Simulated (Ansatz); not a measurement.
## Be$_{3}$Zn$_{2}$Se$_{5}$ (I-4m2) at 2 levels of theory

One geometry, relaxed with PBE; plane waves with PAW potentials in Ansatz, scalar-relativistic. No spin polarisation. Gaps are the least over mesh and band path; pressure is positive in compression.

```cif
data_structure
_symmetry_space_group_name_H-M 'P 1'
_symmetry_Int_Tables_number 1
_cell_length_a 13.9173
_cell_length_b 13.9173
_cell_length_c 13.9173
_cell_angle_alpha 164.310
_cell_angle_beta 164.310
_cell_angle_gamma 22.260
_cell_volume 197.12
loop_
_atom_site_label
_atom_site_type_symbol
_atom_site_fract_x
_atom_site_fract_y
_atom_site_fract_z
_atom_site_occupancy
Be1 Be 0.00000 0.00000 0.00000 1
Be2 Be 0.59212 0.59212 0.00000 1
Be3 Be 0.40788 0.40788 0.00000 1
Zn1 Zn 0.19397 0.19397 0.00000 1
Zn2 Zn 0.80603 0.80603 0.00000 1
Se1 Se 0.63742 0.13742 0.50000 1
Se2 Se 0.25000 0.75000 0.50000 1
Se3 Se 0.86258 0.36258 0.50000 1
Se4 Se 0.45400 0.95400 0.50000 1
Se5 Se 0.04600 0.54600 0.50000 1
```

```tsv
level	cutoff (eV)	k mesh	gap (eV)	pressure (GPa)
PBE	420	10×10×10	2.36	0.0
```

Question: What comes out on the same cell with PBEsol?

Answer:
```tsv
level	cutoff (eV)	k mesh	gap (eV)	pressure (GPa)
PBEsol	420	10×10×10	2.25	-2.6
```

The cell was found from a structure generator's guess, not taken from experiment.
